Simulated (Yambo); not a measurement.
Yambo run on a free-standing WS2 monolayer (symmetry P-6m2, slab cell 16.1 Å high). The wavefunctions are PBEsol (Quantum ESPRESSO, PseudoDojo norm-conserving, 74 Ry, no spin-orbit coupling) ones on a 6×6×1 mesh (13 occupied bands); a = b = 3.146 Å, c = 16.100 Å, α = β = 90.00°, γ = 120.00°.

Yambo input:

```
rim_cut
gw0
dyson
el_el_corr
HF_and_locXC
ppa
em1d
rim_w
RandQpts= 1000000
RandGvec= 2 Ry
CUTGeo= "slab z"
EXXRLvcs= 74 Ry
VXCRLvcs= 296 Ry
Chimod= "HARTREE"
% BndsRnXp
 2 | 48 |
%
NGsBlkXp= 8 Ry
% LongDrXp
 1.0 | 1.0 | 0.0 |
%
RandGvecW= 1000 mRy
PPAPntXp= 27.2114 eV
% GbndRnge
 1 | 48 |
%
GTermKind= "BG"
DysSolver= "n"
ExtendOut
% QPkrange
 7 | 7 | 13 | 14 |
%
```

k points by index: 7 = K.

The o-*.qp file then holds:

```
#    K-point    Band    Eo [eV]    E [eV]    E-Eo [eV]    Vxc [eV]    Vnlxc [eV]    Sc|Eo [eV]    Sc|E [eV]    dSc/dw|Eo [eV]    Re(Z)    Im(Z)
#
    7    13    0.000000    0.122174    0.122174    -15.22490    -15.67432    0.610737    0.571596    -8.728752    0.757119    -0.002936
    7    14    1.936367    3.019027    1.082660    -16.37843    -12.01294    -2.934592    -3.282831    -8.750135    0.756668    -0.003037
```
(The two width columns are left out.) Convergence of these settings isn't established.

Geometry relaxed with PBEsol.
